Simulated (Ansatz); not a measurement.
## CdTeF$_{6}$ (Fm-3m) at 3 levels of theory

One geometry, relaxed with PBE; plane waves with PAW potentials in Ansatz, scalar-relativistic. No spin polarisation. Gaps are the least over mesh and band path; pressure is positive in compression.

```
Cd Te F
1.0
     0.00000    4.34630    4.34630
     4.34630    0.00000    4.34630
     4.34630    4.34630    0.00000
Cd Te F
1 1 6
Direct
  0.00000 0.00000 0.00000
  0.50000 0.50000 0.50000
  0.74029 0.25971 0.25971
  0.25971 0.74029 0.74029
  0.25971 0.74029 0.25971
  0.74029 0.25971 0.74029
  0.25971 0.25971 0.74029
  0.74029 0.74029 0.25971
```

```
 level  cutoff (eV)  k mesh  gap (eV)  pressure (GPa)
   PBE          420   6×6×6      2.74             0.0
r2SCAN          500   6×6×6      3.16            -2.4
   LDA          420   6×6×6      2.59            -5.0
```

Spin-orbit coupling matters for the bands of heavy elements and is left out.

It was reached by relaxing an invented guess, and it needn't be the stable form of this composition.
